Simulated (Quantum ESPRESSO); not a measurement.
Field gradients of ZnF$_{2}$ from the PAW reconstruction of the field gradient on a scalar-relativistic PBE ground state (a modified build of Quantum ESPRESSO, JTH datasets), 22.5 Ha, k-mesh 5×5×7 through Γ:

```
ZnF2
1.0
    4.70294     0.00000     0.00000
    0.00000     4.70294     0.00000
    0.00000     0.00000     3.13289
Zn F
2 4
Direct
  0.50000   0.50000   0.50000
  0.00000   0.00000   0.00000
  0.69085   0.69085   0.00000
  0.30915   0.30915   0.00000
  0.80915   0.19085   0.50000
  0.19085   0.80915   0.50000
```
The cell was made here from a computed Materials Project entry: F3 and its equivalents moved by 0.04 Å along (-0.71, -0.71, 0.00), space group kept. The parent is ZnF2 in P4₂/mnm; whether this form has been observed was not checked. Stability against distortions was not tested.

Vzz is the sum of three terms, each taken along its main axis: the smooth valence density, the ions (nucleus and frozen core) with the augmentation charges of all other spheres, and the all-electron minus smooth density in the atom's own sphere. The split hangs on the datasets.  Cores are frozen. Against all-electron runs on small test molecules, this scheme's |Vzz| missed by +4 % on Zn, −6 to +4 % (−29 % in KF) on F.

```json
[
 {"site": "Zn (atoms 1, 2)", "smooth valence density": "-0.141", "ions and other spheres": "0.149", "own sphere": "?", "Vzz (a.u.)": "?"},
 {"site": "F (atoms 3, 4, 5, 6)", "smooth valence density": "0.079", "ions and other spheres": "-0.238", "own sphere": "?", "Vzz (a.u.)": "?"}
]
```

**Question.** Some entries are withheld; supply them.

**Answer.** 
- Zn (atoms 1, 2), own sphere: -0.288
- Zn (atoms 1, 2), Vzz (a.u.): -0.280
- F (atoms 3, 4, 5, 6), own sphere: -0.757
- F (atoms 3, 4, 5, 6), Vzz (a.u.): -0.915
